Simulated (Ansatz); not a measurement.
CuI:
```yaml
crystal:
  lattice:
    - [2.19298, 1.26612, 6.84289]
    - [-2.19298, 1.26612, 6.84289]
    - [0.00000, -2.53224, 6.84289]
  atoms:
    - { symbol: Cu, position: [0.12226, 0.12226, 0.12226] }
    - { symbol: Cu, position: [0.87774, 0.87774, 0.87774] }
    - { symbol: I, position: [0.00000, 0.00000, 0.00000] }
    - { symbol: I, position: [0.50000, 0.50000, 0.50000] }
```

Relaxed with r²SCAN.

Which orbitals make up the states near the band edges in r²SCAN in the plane-wave PAW code Ansatz?

Top 1 eV of the valence band: I 5p 62 %, Cu 3d 35 %. Bottom 1 eV of the conduction band: Cu 4s 52 %, I 5p 17 %, I 5s 12 %, Cu 3d 6 %, outside the projected shells 13 %. Projections are on Löwdin-orthogonalised atomic valence shells; empty p or d shells of many metals are not among them.

Tabulate the density of states.

States/eV per cell of 4 atoms, in 0.25 eV bins, energy from the valence-band maximum.

```csv
E (eV),total,Cu 3d,I 5p,Cu 4s
-7.85,0.00,0.00,0.00,0.00
-7.60,0.00,0.00,0.00,0.00
-7.35,0.00,0.00,0.00,0.00
-7.10,0.00,0.00,0.00,0.00
-6.85,1.19,0.05,0.80,0.32
-6.60,2.89,0.15,1.98,0.68
-6.35,1.49,0.12,1.02,0.30
-6.10,1.02,0.12,0.70,0.17
-5.85,1.24,0.16,0.88,0.18
-5.60,1.65,0.25,1.19,0.18
-5.35,2.75,0.47,2.02,0.22
-5.10,4.48,1.13,3.18,0.13
-4.85,1.35,0.18,1.03,0.12
-4.60,2.07,0.27,1.63,0.14
-4.35,3.71,0.57,2.99,0.11
-4.10,4.50,1.54,2.75,0.15
-3.85,3.66,1.63,1.93,0.07
-3.60,0.00,0.00,0.00,0.00
-3.35,0.00,0.00,0.00,0.00
-3.10,0.36,0.18,0.18,0.00
-2.85,3.89,2.38,1.48,0.00
-2.60,17.31,15.17,1.85,0.09
-2.35,15.46,14.33,0.98,0.04
-2.10,17.03,16.12,0.65,0.08
-1.85,8.46,7.24,0.86,0.18
-1.60,6.24,4.78,1.16,0.13
-1.35,7.12,4.27,2.58,0.11
-1.10,6.15,3.07,2.83,0.11
-0.85,4.98,2.15,2.65,0.08
-0.60,4.90,1.49,3.27,0.06
-0.35,3.38,0.92,2.38,0.03
-0.10,0.72,0.19,0.52,0.00
0.15,0.00,0.00,0.00,0.00
0.40,0.02,0.00,0.00,0.01
0.65,0.06,0.00,0.01,0.03
0.90,0.18,0.01,0.03,0.09
1.15,0.52,0.03,0.07,0.30
1.40,0.94,0.04,0.12,0.53
1.65,1.19,0.05,0.17,0.65
1.90,1.45,0.06,0.22,0.76
2.15,1.33,0.05,0.20,0.73
2.40,0.94,0.03,0.14,0.54
2.65,0.67,0.02,0.10,0.37
2.90,0.97,0.02,0.13,0.46
3.15,1.79,0.03,0.19,0.61
3.40,1.84,0.03,0.19,0.52
3.65,1.22,0.02,0.12,0.32
3.90,1.33,0.02,0.14,0.34
4.15,1.27,0.02,0.14,0.33
4.40,0.96,0.01,0.08,0.18
4.65,2.23,0.03,0.16,0.31
4.90,2.55,0.02,0.15,0.31
```

Space group R-3m. The first step of the workflow began from a Materials Project structure, measured or hypothetical; the Crystallography Open Database copy checked does not list it. It is not the phase usual at ambient conditions (space group No. 216). The cell was relaxed with r²SCAN under the symmetry of its start; whether a distortion lowers the energy is not shown. The run is not spin-polarised. Spin–orbit coupling is left out wherever it is not named.

Potentials: the later of the program's two PAW sets.
